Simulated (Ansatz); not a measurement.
**Relaxing a structure of NbAs**

The start is a generated cell, NbAs placed in the CrB structure type. The cell and all atomic positions are relaxed at zero pressure with PBEsol (plane waves to 420 eV, PAW, scalar-relativistic; Ansatz, a first-principles code). First-step values are on the input's coarse k-mesh.

Ansatz input (later rounds restart from its end on a renewed k-mesh):
Ansatz 0.2 input:
```yaml
crystal:
  lattice:
    - [2.167834, -5.728579, 0]
    - [2.167834, 5.728579, 0]
    - [0, 0, 4.272195]
  atoms:
    - { symbol: As, position: [0.564, 0.436, 0.75] }
    - { symbol: As, position: [0.436, 0.564, 0.25] }
    - { symbol: Nb, position: [0.85475, 0.14525, 0.75] }
    - { symbol: Nb, position: [0.14525, 0.85475, 0.25] }
basis: { ecutwfc: 420, ecutrho_ratio: 4, xc_grid: 2, fft_grid_basis: typed }
kpoints: { mp_grid: { grid: [6, 6, 6] } }
hamiltonian:
  xc: pbesol
  dispersion: none
  pseudopotentials: { kind: paw }
scf: { occupations: { method: fermi_dirac, width: 0.05 } }
relax: { f_tol: 0.01, max_steps: 100, cell: { stress_tol: 0.02 } }
output: { forces: true, stress: true }
```

Problem. How large is the pressure on the unrelaxed cell, and of which sign?

Solution. -23 GPa (negative: the cell is under tension).

Problem. Which atoms feel the largest initial force, and how large is it?

Solution. About 1.7 eV/Å, on As1, As2 (atoms numbered as listed).

Problem. By how much does the energy per atom fall from start to end?

Solution. 1.85 eV/atom.

Problem. How do the shortest distances between atoms change?

Solution. The closest pairs of elements (up to four, under 3.6 Å), start → end: As–As 2.59 → 3.13 Å; As–Nb 3.18 → 2.61 Å; Nb–Nb 3.88 → 2.88 Å.

Problem. Give the final cell and atomic positions.

Solution. 
Space group Cmcm (No. 63); a = 3.3019 Å, b = 9.4294 Å, c = 4.4433 Å, α = 90.00°, β = 90.00°, γ = 90.00°

```json
[
 {"atom": "As", "site": "4c", "symmetry": "m2m", "x": "0.0000", "y": "0.3831", "z": "0.2500"},
 {"atom": "Nb", "site": "4c", "symmetry": "m2m", "x": "0.0000", "y": "0.0969", "z": "0.2500"}
]
```
(The calculation used a cell of 4 atoms; values per cell refer to that cell.)

The space group stays Cmcm (No. 63) (the run could not lower it), with 4 atoms in the primitive cell. Final values are on a 15×15×11 k-mesh of the relaxed cell. No spin polarisation in the result.

The run could not lose the symmetry of its start: the end is stationary, and may be a saddle point rather than a minimum.

The relaxed structure here is a generated cell of NbAs: the first start was made by placing the elements on the sites of a structure type, and the end was not matched to a known phase here, so it may be hypothetical.
